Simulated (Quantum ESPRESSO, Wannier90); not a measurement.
## Rh (fcc (Cu type)), plane waves to Wannier functions

```xyz
1
Lattice="0.0000 1.9030 1.9030 1.9030 0.0000 1.9030 1.9030 1.9030 0.0000" Properties=species:S:1:pos:R:3 pbc="T T T"
Rh     0.0000     0.0000     0.0000
```

Structure: Materials Project mp-74, symmetrised, not relaxed again. This is the element's usual structure. Method: PBEsol plane waves in Quantum ESPRESSO 7.5 (PseudoDojo norm-conserving files, 71 Ry, spinors with spin-orbit coupling), Bloch states on a 10×10×10 mesh through Γ, Wannier90 4.0.1. Density: 18×18×18 mesh, cold smearing 0.01 Ry.

A tight-binding model is made by disentanglement and projection with no localisation steps (num_iter = 0), so the 18 orbitals stay atom-like: hydrogen-like Rh: s;p;d, axes along x, y, z; frozen window up to 1.50 eV relative to the Fermi level. It follows pw.x to 3.3 meV rms for states up to 1.0 eV relative to the Fermi level. Matrix elements depend on this choice of orbitals and windows.

Problem. What are the on-site energies relative to the Fermi level, and how fast do the hoppings decay?

Solution. 
| atom | orbitals | energy (eV) |
|---|---|---|
| Rh1 | s↑ s↓ | 8.53 |
| Rh1 | pz↑ pz↓ px↑ px↓ py↑ py↓ | 15.10 |
| Rh1 | dz2↑ dz2↓ dx2-y2↑ dx2-y2↓ | -2.07 |
| Rh1 | dxz↑ dxz↓ dyz↑ dyz↓ dxy↑ dxy↓ | -2.14 |

| distance of the centres (Å) | largest modulus (eV) |
|---|---|
| 2–3 | 2.2 |
| 3–4 | 0.47 |
| 4–5 | 0.21 |
| 5–6 | 0.051 |
| 6–7 | 0.11 |
| 7–8 | 0.017 |
| 8–9 | 0.036 |
| 9–10 | 0.0067 |
